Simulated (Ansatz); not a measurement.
The relaxed structure here is a generated cell of NbRu: the first start was made by placing the elements on the sites of a structure type, and the end was not matched to a known phase here, so it may be hypothetical.

A relaxed cell of NbRu (P4₂/mmc (No. 131)), relaxed on a k-mesh at least as fine as the one used below. These are PBEsol (plane waves to 420 eV, PAW, scalar-relativistic; Ansatz, an electronic-structure program) values and carry that method's errors. Γ-centred k-mesh 11×11×4 on the run's cell (coarser than for final values), Fermi–Dirac smearing 0.05 eV.

```
NbRu
1.0
    2.93276     0.00000     0.00000
    0.00000     2.93276     0.00000
    0.00000     0.00000     8.09941
Ru Nb
2 2
Direct
  0.00000   0.50000   0.00000
  0.50000   0.00000   0.50000
  0.00000   0.00000   0.25000
  0.00000   0.00000   0.75000
```

The atoms are displaced along an unstable phonon of this cell by (Å):

| atom | ux | uy | uz |
|---|---|---|---|
| Ru1 | 0.000 | 0.042 | 0.000 |
| Ru2 | 0.000 | -0.150 | 0.000 |
| Nb3 | 0.000 | 0.059 | 0.000 |
| Nb4 | 0.000 | 0.059 | 0.000 |

**Question.** What forces (eV/Å) and pressure result?

**Answer.** 
| atom | Fx | Fy | Fz |
|---|---|---|---|
| Ru1 | 0.00 | 0.26 | 0.00 |
| Ru2 | 0.00 | -0.87 | 0.00 |
| Nb3 | 0.00 | 0.31 | 0.16 |
| Nb4 | 0.00 | 0.31 | -0.16 |

Pressure -0.5 GPa.

The undisplaced cell is probably no minimum: from this displacement the run went on to Pmmm (No. 47), 0.51 eV/atom below it.

No spin polarisation in the result.
